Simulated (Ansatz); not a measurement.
Start of a relaxation of Si2GeN:

```cif
data_structure
_symmetry_space_group_name_H-M 'Pmmm'
_symmetry_Int_Tables_number 47
_cell_length_a 2.9359
_cell_length_b 4.0294
_cell_length_c 5.2231
_cell_angle_alpha 90.000
_cell_angle_beta 90.000
_cell_angle_gamma 90.000
_cell_volume 61.79
loop_
_atom_site_label
_atom_site_type_symbol
_atom_site_symmetry_multiplicity
_atom_site_Wyckoff_symbol
_atom_site_fract_x
_atom_site_fract_y
_atom_site_fract_z
_atom_site_occupancy
Si1 Si 2 s 0.50000 0.00000 0.77461 1
Ge1 Ge 1 a 0.00000 0.00000 0.00000 1
N1 N 1 g 0.00000 0.50000 0.50000 1
```

All numbers below come from DFT PBE, scalar-relativistic, plane waves, PAW in Ansatz. Cutoff 420 eV, Gaussian smearing, Γ-centred meshes. Cell and atoms relax first on a coarse mesh and then on a finer one. In between, the cell is made exact in the group found at 0.06 Å. In metals the finer mesh still leaves noise of several meV/atom or more. The steps can't lower the symmetry of their start. No spin polarisation.

A guess keeps its type if space group and coordination stay and the shape of the cell changes little (axis ratios within about 15 %, angles within 6°); the volume may change.

Q: Will the relaxed cell still be of the starting type?

A: It doesn't keep its type. The symmetry stays Pmmm (No. 47). The volume per atom shrinks by 12.5 %, from 15.4 to 13.5 Å³. The shortest distance goes from 1.88 Å (Si–Ge) to 2.28 Å (Si–N). Counting neighbours within 15 % of an atom's shortest distance, the start has Ge 4, N 14, Si 2 and the end Ge 8, N 8, Si 5. In detail, at the end Si is surrounded by 4 N at 2.28 Å, 5 Si at 2.51–2.72 Å and 2 Ge at 2.84 Å; around Ge lie 4 Ge at 2.65–2.72 Å and 4 Si at 2.84 Å; around N lie 8 Si at 2.28 Å and 4 N at 2.65–2.72 Å.

```yaml
crystal:
  lattice:
    - [2.65390, 0.00000, 0.00000]
    - [0.00000, 2.71894, 0.00000]
    - [0.00000, 0.00000, 7.49155]
  atoms:
    - { symbol: Si, position: [0.00000, 0.50000, 0.66748] }
    - { symbol: Si, position: [0.00000, 0.50000, 0.33252] }
    - { symbol: Ge, position: [0.00000, 0.00000, 0.00000] }
    - { symbol: N, position: [0.50000, 0.00000, 0.50000] }
```

The last run used an 18×18×6 mesh (in the run's order of axes) for its 4-atom cell and Gaussian smearing of 0.10 eV. An odd number of electrons in the primitive cell allows no gap without spin; a larger cell or a magnetic state could open one. The cell is a metal run without spin; a magnetic state may lie lower. A structure relaxed within its symmetry needn't be a true minimum. Another cell of Si2GeN relaxed alike, in P-4m2, lies 0.57 eV/atom lower, so this cell isn't the stable form at this level.
